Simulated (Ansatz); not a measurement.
**Phonons of AlB2-type LaGa2**

Computed with Ansatz (plane waves, PAW, 420 eV cutoff): PBEsol, scalar-relativistic, no spin polarisation, Gaussian smearing of 0.15 eV; PAW files: Ansatz's generated set soft_2.

```xyz
3
Lattice="4.2726 0.0000 0.0000 -2.1363 3.7002 0.0000 0.0000 0.0000 4.3812" Properties=species:S:1:pos:R:3 pbc="T T T"
La    0.0000    0.0000    0.0000
Ga    0.0000    2.4668    2.1906
Ga    2.1363    1.2334    2.1906
```

The start was a prototype's sites filled with these elements; the Crystallography Open Database holds the compound in this structure.

Force constants come from finite displacements in a 2×2×2 supercell (the unit cell's 10×10×8 k-mesh, folded to it); the long-range dipole term is not included. Points in reciprocal vectors of this cell: Γ = (0.000, 0.000, 0.000), M = (0.500, 0.000, 0.000), K = (0.333, 0.333, 0.000), A = (0.000, 0.000, 0.500), L = (0.500, 0.000, 0.500), H = (0.333, 0.333, 0.500).

Frequencies at the named points (cm⁻¹, imaginary ones negative):
| point | ω (cm⁻¹) |
| --- | --- |
| Γ | 0 0 0 53 115 126 126 249 249 |
| M | 73 87 90 94 99 103 178 208 245 |
| K | 83 83 93 93 104 110 192 192 243 |
| A | -27 89 89 103 103 106 133 248 248 |
| L | 62 69 94 95 103 108 170 216 238 |
| H | 64 64 102 102 103 106 186 186 246 |

**Question.** Is the structure dynamically stable along this path, and where does the spectrum end?

**Answer.** No: a branch is imaginary, down to 27i cm⁻¹ at A. The highest frequency is 249 cm⁻¹, at Γ. Points that don't fit the supercell are interpolated.

The compound is known in this structure, so the unstable mode may be the calculation's: soft modes are sensitive to the volume, the k-mesh, the supercell and spin–orbit coupling, and real crystals can be held by temperature.

The crystal is a metal or nearly so; low and unstable modes depend on mesh and smearing.

It ran for 4.5 min on 4 threads of Arm Neoverse V2, on a shared host, peak memory 4.9 GiB.

Spin–orbit coupling, which matters for such heavy elements, is left out.
